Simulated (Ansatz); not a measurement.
input.yaml (Ansatz)

```yaml
crystal:
  lattice:
    - [2.659397895, 0.0, 0.0]
    - [0.0, 2.659397895, 0.0]
    - [0.0, 0.0, 2.659397895]
  atoms:
    - { symbol: Ga, position: [0.0, 0.0, 0.0] }
hamiltonian:
  xc: lda
  pseudopotentials:
    kind: paw
    azcp:
      Ga: "pseudopotentials/Ga.paw.azcp"
basis:
  ecutwfc: 420
  fft_grid_basis: typed
kpoints:
  mp_grid: { grid: [13, 13, 13], shift: [0, 0, 0] }
magnetization:
  spin_polarized: false
scf:
  occupations: { method: fermi_dirac, width: 0.1 }
  lower_state_search: "off"
output:
  stress: true
  write_density: true
  write_potential: true
  elf: true
  volumetric_format: npy
```

Terminal output

```
Warning: the record states the generating functional pbe (its physics header spells it `PBE`), which answers neither for hamiltonian.xc's functional nor for the lda family's — results may be inconsistent (PPs are generated against a specific XC)
Engine: ansatz 0.2.0, aarch64-unknown-linux-gnu
Pseudopotentials: kind: paw
Pseudopotential: Ga, paw, valence charge 13, recommended cutoff 420 eV (normal) 
Functional definition: SPW92
  exchange = slater_x
  correlation = pw_c
Crystal: 1 atoms, lattice volume = 18.808 Å³
Basis set: ecut = 420 eV, 365 PW (Γ)
Bands: 11, of which v1, the nominal top of the filled ones, is band 7 counted from 1 (6 counted from 0)
Symmetry: 48 space group operations
Space group: Pm-3m (ITA 221), of the structure as read, at distance tolerance 2.7e-5 Å
k-points: 84 of 2197
Non-local potential: Ga, projectors of the file, l = 0: 2, l = 1: 2, l = 2: 3, l = 3: 1
PAW form: soft (Blöchl's): semilocal exchange-correlation on the pseudo side does not see the compensation charge
PAW frozen core: Ga, regenerated for the run's functional, and the local potential with it (the file was generated under x = pbe(κ = 0.804, μ = 0.2195149727645171), c = pbe(β = 0.06672455060314922))
PAW one-centre angular grid: Ga, 590 points (default); XC on 64 Gauss nodes
Initial density: superposition of atomic densities (neutral atoms: chi_scale 0, normalization atom), corrected by the library's trained network
Initial wavefunctions: pseudopotential atomic-orbital guess
Functional: x = slater, c = lda
SCF iter   1: F=—  HF=-3706.890697 eV  |F-HF|=—  |Δ(HF+E_count)|=         —  Δρ=5.70e-3  dr2=2.51e-3  ethr=1.77e-3  ⟨swp⟩=5.1  Hψ=5515  notcnv=0
SCF iter   2: F=—  HF=-3706.889899 eV  |F-HF|=—  |Δ(HF+E_count)|=   7.98e-4  Δρ=3.16e-3  dr2=1.01e-3  ethr=1.93e-5  ⟨swp⟩=2.0  Hψ=1989  notcnv=0
SCF iter   3: F=—  HF=-3706.889647 eV  |F-HF|=—  |Δ(HF+E_count)|=   2.52e-4  Δρ=8.10e-4  dr2=5.37e-5  ethr=7.75e-6  ⟨swp⟩=2.4  Hψ=1205  notcnv=0
SCF iter   4: F=—  HF=-3706.889590 eV  |F-HF|=—  |Δ(HF+E_count)|=   5.69e-5  Δρ=2.88e-4  dr2=6.84e-6  ethr=4.13e-7  ⟨swp⟩=2.0  Hψ=1452  notcnv=0
iter 5 did not close the SCF: its close was put off for the readings that it lacked (scf_convergence_deferred on its scf_iter line)
SCF iter   5: F=-3706.889586 eV  HF=-3706.889586 eV  |F-HF|=3.49e-8  |Δ(HF+E_count)|=   4.19e-6  Δρ=3.31e-5  dr2=6.98e-8  ethr=5.26e-8  ⟨swp⟩=2.0  Hψ=1417  notcnv=0
SCF iter   6: F=-3706.889586 eV  HF=-3706.889586 eV  |F-HF|=5.28e-9  |Δ(HF+E_count)|=   5.15e-8  Δρ=6.24e-6  dr2=4.31e-9  ethr=5.37e-10  ⟨swp⟩=5.5  Hψ=4920  notcnv=0
SCF 1 converged in 6 iterations: F = -3706.889586 eV  dr2 = 4.31e-9
SCF converged after 6 iterations
Free energy (F): -3706.889586 eV
Harris-Foulkes:  -3706.889586 eV  (|F-HF|=5.28e-9)
Internal energy: -3706.871665 eV  (E = F + TS)
E sigma→0 (E₀):  -3706.880626 eV
Entropy (-TS):   -0.017921 eV (-17.921 meV/atom)
Fermi energy:    9.129412 eV
--- Per-component energies (eV) ---
  E_band       = -43.090411
  E_kinetic    = 115.778898
  E_local      = -1826.995016  (includes V_loc(G=0)·N_el)
  E_nonlocal   = 423.770979
  E_hartree    = 855.640531
  E_xc         = -69.442967
  E_vxc        = -59.234827  (∫ρ·V_xc dr)
  E_paw        = -1909.186938  (= ΣΔE_a)
  E_vpaw       = -407.694629  (= ΣTr[D̂ρ^β])
  E_aug_tail   = -0.000141  (compensation charges beyond the density's cutoff)
  E_ewald      = -1298.165492
  E_core_change = 1.728480  (= ΣΔE_core)
  E_smearing   = -0.017921  (= −TS)
  E_closure    = -0.000000  (closes the sum)
  Σ components = -3706.889586   (vs F -3706.889586, Δ=0.00e0)
--- Stress (GPa, compression-positive) ---
       -2.106363       0.000000       0.000000
        0.000000      -2.106363       0.000000
        0.000000       0.000000      -2.106363
  P = ⅓ Tr σ = -2.1064 GPa (-21.064 kbar)
--- Band table (eV; the first three rows and the last of 84) ---
  k-point 0: bands = ["-6.1113", "-6.1113", "-5.5098", "-5.5098", "-5.5098", "-1.8742", "18.4553", "18.4553", "18.4553", "21.4360", "21.4360"]
  k-point 1: bands = ["-6.1086", "-6.0883", "-5.5195", "-5.5195", "-5.5090", "-1.7486", "16.6538", "18.5871", "18.5871", "21.5394", "22.6995"]
  k-point 2: bands = ["-6.1011", "-6.0262", "-5.5460", "-5.5460", "-5.5068", "-1.3692", "13.9790", "18.9759", "18.9759", "21.8510", "23.5254"]
  k-point 83: bands = ["-5.9039", "-5.9016", "-5.9016", "-5.3572", "-5.3572", "10.7742", "11.8343", "11.8343", "14.1856", "17.3929", "17.8193"]
```
